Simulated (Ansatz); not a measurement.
Clean, relaxed (111) surface of Au, space group Fm-3m (No. 225) (top face towards +c; atoms held fixed, by place in the list: 1, 2):

```
CELL_PARAMETERS angstrom
2.91621 0.00000 0.00000
-1.45810 2.52551 0.00000
0.00000 0.00000 24.14322
ATOMIC_POSITIONS crystal
Au 0.66667 0.33333 0.35207
Au 0.33333 0.66667 0.45069
Au 0.00000 0.00000 0.54773
Au 0.66667 0.33333 0.64657
```

All numbers below come from Ansatz 0.2.0, DFT r2SCAN, scalar-relativistic, plane waves, PAW. Settings: cutoff 500 eV, Γ-centred mesh 12×12×1 on the computed 4-atom cell, Gaussian smearing of 0.10 eV; no spin polarisation. The cell repeats along c with a dipole correction in the vacuum.

The adsorption energy is E(slab + adsorbate) − E(slab) − E(free adsorbate, spin-polarised where open-shell). With the adsorbate the cell is lengthened along c to keep the vacuum.

(1) B (atom) is put at the bridge (Au-Au) at (0.17, 0.83) site, one adsorbate per 7.4 Å². What structure does it relax to?

Each end is the local minimum or symmetric point that its start leads to. The slab is only 7.1 Å thick, so the energies aren't converged with thickness.

The adsorbed runs have no spin polarisation, so weakly bound open-shell ends lie too high.

Answers

(1) E_ads = -3.32 eV. Contacts: B–Au 2.13 Å.

```
CELL_PARAMETERS angstrom
2.91621 0.00000 0.00000
-1.45810 2.52551 0.00000
0.00000 0.00000 26.14322
ATOMIC_POSITIONS crystal
Au 0.66667 0.33333 0.32513
Au 0.33333 0.66667 0.41621
Au 0.99659 0.00341 0.50655
Au 0.66423 0.33577 0.59979
B 0.33099 0.66901 0.64961
```